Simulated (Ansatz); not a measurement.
## Ansatz 0.2.0, single run: CsAs₃Pd₄

Launch command:

```bash
ansatz run input.yaml --threads 1 --pin off --max-ram 2560MiB --backend cpu --events-out ev --progress --plain --runs-dir out
```

input.yaml:

```yaml
crystal:
  lattice:
    - [4.138247, 0.0, 0.0]
    - [0.0, 4.138247, 0.0]
    - [0.0, 0.0, 9.922044]
  atoms:
    - { symbol: Cs, position: [0.0, 0.0, 0.5] }
    - { symbol: Pd, position: [0.0, 0.5, 0.16323] }
    - { symbol: Pd, position: [0.5, 0.0, 0.16323] }
    - { symbol: Pd, position: [0.0, 0.5, 0.83677] }
    - { symbol: Pd, position: [0.5, 0.0, 0.83677] }
    - { symbol: As, position: [0.5, 0.5, 0.3015] }
    - { symbol: As, position: [0.5, 0.5, 0.6985] }
    - { symbol: As, position: [0.0, 0.0, 0.0] }
  symmetry: { tolerance: 0.0003 }
kpoints:
  mp_grid: { grid: [4, 4, 2], shift: [0, 0, 0] }
magnetization:
  noncollinear: true
  spin_orbit: true
scf:
  occupations: { method: cold, width: 0.017 }
hamiltonian:
  pseudopotentials: { kind: paw_fr }
  xc: rpbe
basis:
  ecutwfc: 420
output:
  forces: true
  stress: true
  eigenvalues: true
```

Origin of the cell: a known structure type with other elements, at an estimated volume, so it need not be a known compound.

Output (shortened):

```
SCF iter   1: F=—  HF=-48240.479102 eV  Δρ=2.65e-1  dr2=5.47e2  dr2_m=0.00e0 (ungated)  |M|=0.00e0 ∫|m|=0.00e0 μB  defer=76
SCF iter   2: F=—  HF=-48205.939586 eV  S|Δr|=    0.00e0  Δρ=4.51e-2  dr2=1.39e1  dr2_m=0.00e0 (ungated)  |M|=0.00e0 ∫|m|=0.00e0 μB  defer=238
SCF iter   3: F=—  HF=-48204.818201 eV  S|Δr|=    0.00e0  Δρ=2.90e-2  dr2=5.20e0  dr2_m=0.00e0 (ungated)  |M|=0.00e0 ∫|m|=0.00e0 μB  defer=226
SCF iter   4: F=—  HF=-48204.208948 eV  S|Δr|=    0.00e0  Δρ=8.43e-3  dr2=2.41e-1  dr2_m=0.00e0 (ungated)  |M|=0.00e0 ∫|m|=0.00e0 μB  defer=230
SCF iter   5: F=—  HF=-48204.179330 eV  S|Δr|=    0.00e0  Δρ=5.91e-3  dr2=4.00e-1  dr2_m=0.00e0 (ungated)  |M|=0.00e0 ∫|m|=0.00e0 μB  defer=230
SCF iter   6: F=—  HF=-48204.148464 eV  S|Δr|=    0.00e0  Δρ=1.65e-3  dr2=1.09e-2  dr2_m=0.00e0 (ungated)  |M|=0.00e0 ∫|m|=0.00e0 μB  defer=232
SCF iter   7: F=—  HF=-48204.146215 eV  S|Δr|=    0.00e0  Δρ=8.24e-4  dr2=3.56e-3  dr2_m=0.00e0 (ungated)  |M|=0.00e0 ∫|m|=0.00e0 μB  defer=232
SCF iter   8: F=—  HF=-48204.145964 eV  S|Δr|=    0.00e0  Δρ=4.03e-4  dr2=6.41e-4  dr2_m=0.00e0 (ungated)  |M|=0.00e0 ∫|m|=0.00e0 μB  defer=232
SCF iter   9: F=—  HF=-48204.146005 eV  S|Δr|=    0.00e0  Δρ=1.46e-4  dr2=8.32e-5  dr2_m=0.00e0 (ungated)  |M|=0.00e0 ∫|m|=0.00e0 μB  defer=230
SCF iter  10: F=—  HF=-48204.146240 eV  S|Δr|=    0.00e0  Δρ=5.83e-5  dr2=8.05e-6  dr2_m=0.00e0 (ungated)  |M|=0.00e0 ∫|m|=0.00e0 μB  defer=230
SCF iter  11: F=—  HF=-48204.146246 eV  S|Δr|=    0.00e0  Δρ=3.47e-5  dr2=2.43e-6  dr2_m=0.00e0 (ungated)  |M|=0.00e0 ∫|m|=0.00e0 μB  defer=230
SCF iter  12: F=—  HF=-48204.146247 eV  S|Δr|=    0.00e0  Δρ=7.74e-6  dr2=1.71e-7  dr2_m=0.00e0 (ungated)  |M|=0.00e0 ∫|m|=0.00e0 μB  defer=230
SCF iter  13: F=-48204.146247 eV  HF=-48204.146247 eV  S|Δr|=    0.00e0  Δρ=3.04e-6  dr2=3.41e-8  dr2_m=0.00e0 (ungated)  |M|=0.00e0 ∫|m|=0.00e0 μB
SCF 1 converged in 13 iterations: F = -48204.146247 eV  dr2 = 3.41e-8
SCF converged after 13 iterations
Stability not checked: this state was not tested for a lower state beside it, because cold or Methfessel-Paxton smearing, or corrected tetrahedra, fill the levels in a way that the test cannot read (fill_not_monotonic; […]
Magnetization: |M| = 0.0000 μB,  M = (+0.0000, +0.0000, +0.0000) μB
Absolute magnetization: 0.0000 μB (∫|m|)
  site 0: m = (+0.0000, +0.0000, +0.0000) μB, |m| = 0.0000 μB  (R = 1.45 Å)
  site 1: m = (+0.0000, +0.0000, +0.0000) μB, |m| = 0.0000 μB  (R = 1.02 Å)
  site 2: m = (+0.0000, +0.0000, +0.0000) μB, |m| = 0.0000 μB  (R = 1.02 Å)
  site 3: m = (+0.0000, +0.0000, +0.0000) μB, |m| = 0.0000 μB  (R = 1.02 Å)
  site 4: m = (+0.0000, +0.0000, +0.0000) μB, |m| = 0.0000 μB  (R = 1.02 Å)
  site 5: m = (+0.0000, +0.0000, +0.0000) μB, |m| = 0.0000 μB  (R = 1.02 Å)
  site 6: m = (+0.0000, +0.0000, +0.0000) μB, |m| = 0.0000 μB  (R = 1.02 Å)
  site 7: m = (+0.0000, +0.0000, +0.0000) μB, |m| = 0.0000 μB  (R = 1.08 Å)
Free energy (F): -48204.146247 eV
Harris-Foulkes:  -48204.146247 eV  (|F-HF|=5.68e-10)
Internal energy: -48204.145535 eV  (E = F + TS)
E sigma→0 (E₀):  -48204.146010 eV
Entropy (-TS):   -0.000712 eV (-0.089 meV/atom)
Fermi energy:    12.943526 eV
--- Per-component energies (eV) ---
  E_band       = -1670.915388
  E_kinetic    = 2510.854412
  E_local      = -20475.243446  (includes V_loc(G=0)·N_el)
  E_nonlocal   = -1123.183678
  E_hartree    = 9633.612956
  E_xc         = -1089.991245
  E_vxc        = -1212.764866  (∫ρ·V_xc dr)
  E_paw        = -25642.602344  (= ΣΔE_a)
  E_vpaw       = -637.819676  (= ΣTr[D̂ρ^β])
  E_aug_tail   = 0.000810  (compensation charges beyond the density's cutoff)
  E_ewald      = -12016.403957
  E_core_change = -1.189044  (= ΣΔE_core)
  E_smearing   = -0.000712  (= −TS)
  Σ components = -48204.146247   (vs F -48204.146247, Δ=0.00e0)
--- Forces (eV/Å), atoms counted from 1 ---
  atom   1  Cs    -0.000000     0.000000     0.000000
[… 2 lines left out …]
  atom   4  Pd    -0.000000     0.000000     0.496725
  atom   5  Pd     0.000000     0.000000     0.496725
  atom   6  As     0.000000     0.000000    -0.047135
  atom   7  As    -0.000000     0.000000     0.047135
  atom   8  As     0.000000     0.000000     0.000000
  max |Σ_I F_I| component: 0.0 eV/Å
--- Stress (GPa, compression-positive) ---
        4.467120       0.000000      -0.000000
        0.000000       4.467120      -0.000000
       -0.000000      -0.000000       4.664579
  P = ⅓ Tr σ = 4.5329 GPa (45.329 kbar)
```

Caveats: forces of this functional can be a tenth off on datasets made under PBE; the k mesh is coarse if the cell is a metal.

The run took 87 s on 1 thread of Arm Neoverse V2 (shared host), peak memory 1.1 GiB, from the program's own first density.
